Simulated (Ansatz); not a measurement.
This cell of Fe (bcc, W type) is off equilibrium:

```xyz
2
Lattice="-2.8645 2.8645 2.8645 1.4323 -1.4323 1.4323 1.4323 1.4323 -1.4323" Properties=species:S:1:pos:R:3 pbc="T T T"
Fe     0.1414     0.1414     0.0000
Fe    -1.4323     1.4323     1.4323
```

The numbers are results of r2SCAN (plane waves to 500 eV, PAW, scalar-relativistic; Ansatz, a first-principles code), not measurements. k mesh 9×18×18 (Γ-centred), Fermi-Dirac smearing 0.05 eV. Energies are smeared free energies. Compression counts positive. With partly filled bands, energies and forces of such displacements shift with the k mesh and the smearing. On this mesh the relaxed cell isn't quite at rest: it carries a pressure of -0.2 GPa (compression positive) at the zero of the scan. Fe was relaxed with its symmetry unable to fall. Relaxed Fe ends ferromagnetic. Other magnetic orders were not checked, so this need not be the ground state.

What forces act on the atoms (eV/Å, Cartesian)?


```csv
atom,Fx,Fy,Fz
Fe1,-0.843,-0.824,-0.498
Fe2,0.843,0.824,0.498
```

What is the stress tensor (GPa)?


```
    1.7      0.2      1.7
    0.2      2.3      1.2
    1.7      1.2      2.1
```
The pressure, a third of the trace, is 2.0 GPa.

In it atom 1 sits (0.141, 0.141, 0.000) Å away from its relaxed site. What is its energy relative to the relaxed cell?

118 meV/cell.

(For displaced atoms, the force is minus the slope of the energy, and its curvature is a force constant, which sets phonon frequencies.)
